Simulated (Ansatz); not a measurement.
MoPt:
```
MoPt
1.0
    2.78813     0.00000     0.00000
   -1.39406     2.41459     0.00000
    0.00000     0.00000     4.52333
Mo Pt
1 1
Direct
  0.66667   0.33333   0.00000
  0.33333   0.66667   0.50000
```

Relaxed with r²SCAN. Special points in fractions of this cell's reciprocal vectors: Γ (0.000, 0.000, 0.000); M (0.500, 0.000, 0.000); K (0.333, 0.333, 0.000); A (0.000, 0.000, 0.500); L (0.500, 0.000, 0.500); H (0.333, 0.333, 0.500).

Task: List the band energies nearest the Fermi level at these points for the program Ansatz at the r²SCAN level (PAW).

Result: In eV from the Fermi level; about four levels below and three above (degenerate sets whole), none deeper than 8.9 eV; … stands for higher levels left out; points with the same levels are listed once.

```csv
k,below,above
Γ,-2.52 -2.52 -0.73 -0.73,0.18 …
M,-2.66 -2.31 -1.61 -0.43,2.52 3.10 4.18
K,-4.62 -4.49 -2.07 -0.81,0.58 1.45 1.46
A,-4.20 -4.20 -2.82 -2.82 -2.27,0.05 0.05 …
L,-4.12 -2.95 -0.87 -0.50,0.78 1.09 2.01
H,-4.40 -1.75 -1.22 -0.66,0.30 2.32 6.82
```

Space group P-6m2. The workflow started from a Materials Project entry (that database holds measured and hypothetical structures alike); the Crystallography Open Database copy checked does not list it. With Mo and Pt taken as one species the cell has the higher symmetry P6_3/mmc, so it may be an ordered model of a mixed-site phase. Its standing as an ambient phase is unchecked. The cell was relaxed with r²SCAN under the symmetry of its start; its stability against distortions is not shown here. The run is not spin-polarised. Scalar-relativistic: spin–orbit coupling is off unless named, which matters more the heavier the elements.

Potentials: the later of the program's two PAW sets.
